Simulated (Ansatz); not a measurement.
SbSi31:
```yaml
crystal:
  lattice:
    - [-5.49714, 5.49714, 5.49714]
    - [5.49714, -5.49714, 5.49714]
    - [5.49714, 5.49714, -5.49714]
  atoms:
    - { symbol: Sb, position: [0.00000, 0.00000, 0.00000] }
    - { symbol: Si, position: [0.50000, 0.50000, 0.00000] }
    - { symbol: Si, position: [0.50000, 0.00000, 0.50000] }
    - { symbol: Si, position: [0.00000, 0.50000, 0.50000] }
    - { symbol: Si, position: [0.25131, 0.00000, 0.49912] }
    - { symbol: Si, position: [0.75219, 0.50088, 0.50088] }
    - { symbol: Si, position: [0.72782, 0.00000, 0.00000] }
    - { symbol: Si, position: [0.25131, 0.49912, 0.00000] }
    - { symbol: Si, position: [0.00000, 0.74850, 0.25389] }
    - { symbol: Si, position: [0.50539, 0.25150, 0.25150] }
    - { symbol: Si, position: [0.49461, 0.74611, 0.74611] }
    - { symbol: Si, position: [0.00000, 0.25389, 0.74850] }
    - { symbol: Si, position: [0.27218, 0.27218, 0.27218] }
    - { symbol: Si, position: [0.74869, 0.74869, 0.24781] }
    - { symbol: Si, position: [0.74869, 0.24781, 0.74869] }
    - { symbol: Si, position: [0.24781, 0.74869, 0.74869] }
    - { symbol: Si, position: [0.74850, 0.00000, 0.25389] }
    - { symbol: Si, position: [0.25150, 0.50539, 0.25150] }
    - { symbol: Si, position: [0.25389, 0.00000, 0.74850] }
    - { symbol: Si, position: [0.74611, 0.49461, 0.74611] }
    - { symbol: Si, position: [0.50088, 0.50088, 0.75219] }
    - { symbol: Si, position: [0.00000, 0.00000, 0.72782] }
    - { symbol: Si, position: [0.00000, 0.49912, 0.25131] }
    - { symbol: Si, position: [0.49912, 0.00000, 0.25131] }
    - { symbol: Si, position: [0.25150, 0.25150, 0.50539] }
    - { symbol: Si, position: [0.74611, 0.74611, 0.49461] }
    - { symbol: Si, position: [0.74850, 0.25389, 0.00000] }
    - { symbol: Si, position: [0.25389, 0.74850, 0.00000] }
    - { symbol: Si, position: [0.00000, 0.25131, 0.49912] }
    - { symbol: Si, position: [0.50088, 0.75219, 0.50088] }
    - { symbol: Si, position: [0.49912, 0.25131, 0.00000] }
    - { symbol: Si, position: [0.00000, 0.72782, 0.00000] }
```

Relaxed with PBE. Special points in fractions of this cell's reciprocal vectors: Γ (0.000, 0.000, 0.000); H (0.500, -0.500, 0.500); N (0.000, 0.000, 0.500); P (0.250, 0.250, 0.250).

Question: List the band energies nearest the Fermi level at these points for the program Ansatz at the PBE level (PAW).

Answer: In eV from the Fermi level; about four levels below and three above (degenerate sets whole), none deeper than 8.9 eV; points with the same levels are listed once.

| k | below | above |
|---|---|---|
| Γ | -0.16 -0.16 -0.16 -0.04 -0.04 | 1.34 1.38 1.38 1.38 |
| H | -2.06 -2.06 -2.06 -2.06 -2.06 -2.06 | 0.15 0.21 0.21 0.21 |
| N | -2.44 -2.41 -1.21 -1.21 | 0.28 0.29 0.94 |
| P | -1.66 -1.66 -1.66 -1.65 -1.65 -1.65 | 0.31 0.53 0.53 0.53 |

Space group I-43m. The start of the workflow was typed in or built on a structure type; neither database checked (COD, Materials Project) lists it. Its standing as an ambient phase is unchecked. The cell was relaxed with PBE under the symmetry of its start; its stability against distortions is not shown here. Scalar-relativistic: spin–orbit coupling is off unless named, which matters more the heavier the elements.

Potentials: the later of the program's two PAW sets.
